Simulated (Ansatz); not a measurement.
Rb2PdC2:
Space group P-3m1 (No. 164); a = b = 5.3857 Å, c = 5.2670 Å, α = β = 90.00°, γ = 120.00°

```
atom  site  symmetry       x       y       z
----  ----  --------  ------  ------  ------
C       2c       3m.  0.0000  0.0000  0.3801
Rb      2d       3m.  0.3333  0.6667  0.2835
Pd      1a      -3m.  0.0000  0.0000  0.0000
```

Relaxed at zero pressure with r²SCAN (plane waves, PAW; program Ansatz).

Task: The volume is raised by 9 % and shape and atoms relax at that volume. What pressure results, and how do the axes share the change?

Result: -1.8 GPa; a 4.1 %, b 4.1 %, c 0.6 %; the energy rises by 15 meV/atom.

Task: Give the new structure.

Result: 
Space group P-3m1 (No. 164); a = b = 5.6068 Å, c = 5.2971 Å, α = β = 90.00°, γ = 120.00°

```json
[
 {"atom": "C", "site": "2c", "symmetry": "3m.", "x": "0.0000", "y": "0.0000", "z": "0.3804"},
 {"atom": "Rb", "site": "2d", "symmetry": "3m.", "x": "0.3333", "y": "0.6667", "z": "0.2811"},
 {"atom": "Pd", "site": "1a", "symmetry": "-3m.", "x": "0.0000", "y": "0.0000", "z": "0.0000"}
]
```

The phase is kept; no other phase was compared at this pressure.

The workflow started from an entry of the Crystallography Open Database (COD). Its standing as an ambient phase is unchecked. Symmetry was held in the r²SCAN relaxation; whether a distortion lowers the energy is not shown. No spin polarisation was allowed.

Potentials: the later of the program's two PAW sets.
